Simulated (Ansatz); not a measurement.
Level of theory: DFT PBE, scalar-relativistic, plane waves, PAW (Ansatz). Settings: cutoff 420 eV, Γ-centred meshes spaced at most about 0.3 Å⁻¹ (2π included), Gaussian smearing. No spin polarisation in the final relaxations.

All energies are static (0 K, no zero-point motion).

Two relaxed structures of LiTlF₄:

1.

```cif
data_structure
_symmetry_space_group_name_H-M 'P2_1/m'
_symmetry_Int_Tables_number 11
_cell_length_a 3.7813
_cell_length_b 7.7546
_cell_length_c 5.5712
_cell_angle_alpha 90.000
_cell_angle_beta 108.692
_cell_angle_gamma 90.000
_cell_volume 154.75
loop_
_atom_site_label
_atom_site_type_symbol
_atom_site_symmetry_multiplicity
_atom_site_Wyckoff_symbol
_atom_site_fract_x
_atom_site_fract_y
_atom_site_fract_z
_atom_site_occupancy
Li1 Li 2 e 0.19362 0.75000 0.90412 1
Tl1 Tl 2 d 0.50000 0.50000 0.50000 1
F1 F 4 f 0.87959 0.48184 0.25441 1
F2 F 2 e 0.62631 0.75000 0.75730 1
F3 F 2 e 0.61931 0.25000 0.73764 1
```

2.

```cif
data_structure
_symmetry_space_group_name_H-M 'P4/mmm'
_symmetry_Int_Tables_number 123
_cell_length_a 3.7662
_cell_length_b 3.7662
_cell_length_c 5.3055
_cell_angle_alpha 90.000
_cell_angle_beta 90.000
_cell_angle_gamma 90.000
_cell_volume 75.25
loop_
_atom_site_label
_atom_site_type_symbol
_atom_site_symmetry_multiplicity
_atom_site_Wyckoff_symbol
_atom_site_fract_x
_atom_site_fract_y
_atom_site_fract_z
_atom_site_occupancy
Li1 Li 1 a 0.00000 0.00000 0.00000 1
Tl1 Tl 1 d 0.50000 0.50000 0.50000 1
F1 F 4 i 0.50000 0.00000 0.25027 1
```

Problem. Which would you expect to be lower, and how large is the difference?

Solution. Cell 1 is lower, by 28 meV/atom. Cell 1 has space group P2_1/m (No. 11), 12.9 Å³/atom and a gap of 1.96 eV on its mesh; cell 2 has Li and Tl ordered on fluorite sites, space group P4/mmm (No. 123), 12.5 Å³/atom and a gap of 1.94 eV. Counting F atoms around Li and Tl (those within 1.25 times the shortest such distance or 1.15 times the sum of covalent radii, 1.27 where that leaves under three; the shortest distance is added where it exceeds 1.18 times the sum of covalent radii), cell 1 has Li 5, Tl 8 and cell 2 has Li 8 from 2.3 Å, Tl 8. Both come from invented guesses.

These runs have no spin–orbit coupling, which can matter for Tl. Kohn–Sham gaps at this level usually fall short of measured ones. The missing spin–orbit coupling can work the other way here. Cells relaxed within their symmetry can be saddle points. The P2_1/m cell of LiTlF4 came from shaking the P4/mmm one.
